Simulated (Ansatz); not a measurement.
**Slab of fcc Ir (100), 5 layers**

The slab is cut from the fcc crystal, the stable phase, as relaxed on PAW files (13.84 Å³/atom), with 16 Å of vacuum and a dipole correction:

```xyz
5
Lattice="2.6951 0.0000 0.0000 0.0000 2.6951 0.0000 0.0000 0.0000 23.6230" Properties=species:S:1:pos:R:3 pbc="T T T"
Ir    0.0000    0.0000    8.0000
Ir    1.3476    1.3476    9.9057
Ir    0.0000    0.0000   11.8115
Ir    1.3476    1.3476   13.7173
Ir    0.0000    0.0000   15.6230
```

Level of theory: DFT with LDA, scalar-relativistic, in Ansatz 0.2.0; a Γ-centred 12×12×1 k mesh, Fermi–Dirac smearing of 0.05 eV, no spin polarisation. LAPW: all electrons, basis error target 1 meV/atom; PAW: frozen-core files, cutoff 420 eV.

The bulk energy comes from a cell in the slab's orientation on a 12×12×9 mesh. The surface energy is (E(slab) − N·E(bulk))/2A at zero smearing, the mean of both faces; thin slabs carry quantum-size effects.

Spin–orbit coupling is left out, which matters for the heavy atoms. The PAW files were made under PBE. The cell is 1×1, so reconstructions are forbidden, and in slabs of four or five layers the relaxations can be far larger than at a real surface.

**Question.** As cut, the LAPW slab lies 3.325 eV above 5 atoms of bulk. What surface energy is that?

**Answer.** Over two faces of 7.26 Å² it is 228.8 meV/Å², and times 16.02 J/m² per eV/Å² that gives γ = 3.666 J/m².

| method | γ as cut (J/m²) | γ relaxed (J/m²) | Φ as cut (eV) | Φ relaxed (eV) |
| --- | --- | --- | --- | --- |
| LAPW | 3.666 | ? | 5.89 | 5.91 |

**Question.** Fill in "γ relaxed (J/m²)" for the row "LAPW".

**Answer.** 3.503.

**Question.** How do the spacings between the planes relax?

**Answer.** From the bottom face up: d12 -5.8 % of 1.906 Å, d23 +1.0 % of 1.906 Å, d34 +1.0 % of 1.906 Å, d45 -5.8 % of 1.906 Å.

**Question.** What changes if the images along the normal are cut off in place of the dipole correction?

**Answer.** LAPW then gives: no gap, work function 5.91 eV; PAW: no gap, work function 5.90 eV.

**Question.** What changes if relativity is switched off, at the same positions?

**Answer.** LAPW then gives: no gap, work function 5.42 eV.

**Question.** A 4f core hole is made on one atom of each kind in every 1×1 cell (PAW hole dataset, neutral cell, valence without spin). What does it cost by layer?

**Answer.** layer 1 61.18 eV, layer 2 62.06 eV, layer 3 61.86 eV. Shifts between layers mean more than the absolute values, and a whole layer of holes screens otherwise than one hole.
